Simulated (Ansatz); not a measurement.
The relaxed structure here is a generated cell of TaSi2: the first start was made by placing the elements on the sites of a structure type, and the end was not matched to a known phase here, so it may be hypothetical. Known forms of TaSi2 include space group No. 181.

The end point of a relaxation of TaSi2. Level of theory: PBE (plane waves to 420 eV, PAW, scalar-relativistic; Ansatz, an electronic-structure program).

```xyz
3
Lattice="0.0000 3.0291 3.0291 3.0291 0.0000 3.0291 3.0291 3.0291 0.0000" Properties=species:S:1:pos:R:3 pbc="T T T"
Ta     0.0000     0.0000     0.0000
Si     1.5146     1.5146     1.5146
Si     4.5437     4.5437     4.5437
```

Find the space group and the Wyckoff positions (tolerance 0.01 Å).

Space group Fm-3m (No. 225); a = b = c = 6.058 Å, α = β = γ = 90.00°

```json
[
 {"atom": "Ta", "site": "4a", "symmetry": "m-3m", "x": "0.0000", "y": "0.0000", "z": "0.0000"},
 {"atom": "Si", "site": "8c", "symmetry": "-43m", "x": "0.2500", "y": "0.2500", "z": "0.2500"}
]
```

This is the fluorite type.

Give the shortest distances between elements (the closest pairs, up to four, under 3.6 Å).

Si–Ta 2.62 Å; Si–Si 3.03 Å.

```yaml
volume_per_atom: 18.53 Å³
band_gap: no gap (metallic)
```

No spin polarisation in the result. The relaxed primitive cell holds an odd number of electrons. A magnetic state may lie lower.

The run could not lose the symmetry of its start: the end is stationary, and may be a saddle point rather than a minimum.

All atoms sit on sites fixed by symmetry, so only the cell could relax.
